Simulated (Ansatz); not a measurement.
Level of theory: Ansatz 0.2.0, DFT PBE, scalar-relativistic, plane waves, PAW. Settings: cutoff 420 eV, Γ-centred meshes spaced at most about 0.3 Å⁻¹, and about 0.25 Å⁻¹ or finer for metals (2π included), Gaussian smearing. No spin polarisation in the final relaxations.

All energies are static (0 K, no zero-point motion).

Two forms of ScSn₃Se were relaxed alike.

A. Space group Pm-3m (No. 221), cubic, a = 5.563 Å. Around Sc lie 6 Sn at 2.78 Å; around Sn lie 2 Sc at 2.78 Å, 4 Se at 3.93 Å and 8 Sn at 3.93 Å; Se has 12 Sn at 3.93 Å (long contacts).

B. Space group P6/mmm (No. 191), hexagonal, a = 6.127 Å, c = 5.136 Å. Sc is surrounded by 2 Se at 2.57 Å and 6 Sn at 3.06 Å; around Sn lie 2 Sc at 3.06 Å and 4 Sn at 3.06 Å; Se is surrounded by 2 Sc at 2.57 Å.

Question: Which is lower in energy, and by how much?

Answer: B is lower, by 0.65 eV/atom. A has the antiperovskite type, space group Pm-3m (No. 221), 34.4 Å³/atom and no gap on its mesh; B has space group P6/mmm (No. 191), 33.4 Å³/atom and no gap. Counting Sc or Sn atoms around Se (for each partner element, those within 1.25 times its shortest distance or 1.15 times the sum of covalent radii, where it is the nearest in units of that sum or under 1.3; the shortest distance is added where it is long for a bond), A has Se 12 from 3.9 Å and B has Se 2. The denser one is the lower, and pressure would at first widen the difference. Both come from invented guesses. A third cell relaxed alike, in P-6m2, lies 196 meV/atom below the lower of the two.

Cells relaxed within their symmetry can be saddle points.
